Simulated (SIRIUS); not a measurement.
Consider a self-consistent single point of W (P4_2/mmc, 8 atoms in the cell; from COD 9008583, changed as shown).

```xyz
8
Lattice="4.9813 0.0000 0.0000 0.0000 5.0830 0.0000 0.0000 0.0000 5.0830" Properties=species:S:1:pos:R:3 pbc="T T T"
W      0.0000     0.0000     0.0000
W      2.4907     2.5415     2.5415
W      0.0000     2.5415     1.2708
W      0.0000     2.5415     3.8123
W      1.2453     0.0000     2.5415
W      3.7360     0.0000     2.5415
W      2.4907     3.8123     0.0000
W      2.4907     1.2708     0.0000
```

Method: PBEsol, PseudoDojo 0.4 standard norm-conserving PBEsol (tails mended) pseudopotentials (plane waves; SIRIUS 7.12.0).

SIRIUS settings:

```
setting                                                                                                          value
--------------------------------------  ------------------------------------------------------------------------------
parameters.ngridk                                                                                                3 3 3
parameters.xc_functionals                                                         [XC_GGA_X_PBE_SOL, XC_GGA_C_PBE_SOL]
parameters.gk_cutoff                                                                                      8.602 1/bohr
parameters.pw_cutoff                                                                                     17.205 1/bohr
parameters.shiftk                                                                                                1 1 1
parameters.smearing                                                                                        fermi_dirac
parameters.smearing_width                                                                                0.00367493 Ha
potentials                              PseudoDojo 0.4 standard norm-conserving PBEsol (tails mended) pseudopotentials
parameters.electronic_structure_method                                                                 pseudopotential
parameters.num_bands                                                                                                67
parameters.num_mag_dims                                                                                              0
parameters.num_dft_iter                                                                                            100
parameters.energy_tol                                                                                         1e-07 Ha
parameters.density_tol                                                                                           1e-06
mixer.type                                                                                                    anderson
mixer.beta                                                                                                         0.3
mixer.use_hartree                                                                                                 true
```

Results:

| Item | Value |
|---|---|
| Number of valence electrons | 112 |
| Number of bands | 67 |
| Number of k-points after the program's reduction | 6 |
| Number of plane waves (most at a k-point) | 9352 |
| Number of SCF iterations | 17 |
| FFT grid | 54 × 60 × 60 |
| Free energy E − TS | -16506.9935 eV |
| Pressure | -2.01 GPa |
| Largest force (vector length) | 0.010 eV/Å |

Forces (eV/Å):
| atom | Fx | Fy | Fz |
|---|---|---|---|
| W1 | 0.000 | 0.000 | 0.000 |
| W2 | 0.000 | 0.000 | 0.000 |
| W3 | 0.000 | 0.000 | 0.010 |
| W4 | 0.000 | 0.000 | -0.010 |
| W5 | 0.000 | 0.000 | 0.000 |
| W6 | 0.000 | 0.000 | 0.000 |
| W7 | 0.000 | 0.010 | 0.000 |
| W8 | 0.000 | -0.010 | 0.000 |

Stress (GPa, positive for compression):
```
 5.09   0.00   0.00
 0.00  -5.56   0.00
 0.00   0.00  -5.56
```

For comparison: a first run was changed to give this one (lattice vector a scaled by 0.98), and from it to this one the free energy goes down by 3.4 meV/atom, the pressure goes from -8.18 to -2.01 GPa and the largest force goes from 0.000 to 0.010 eV/Å.

Spin-orbit coupling is left out, which matters for bands and gaps with elements this heavy. No clean gap shows at this smearing width and mesh (spacing up to 0.42 Å⁻¹); the mesh is coarse for partly filled bands, so the values carry mesh errors.

Cost on one core: very roughly 3 core-minutes.

“Tails mended”: in these copies of the files the far tail of each local potential was reset to the Coulomb form.
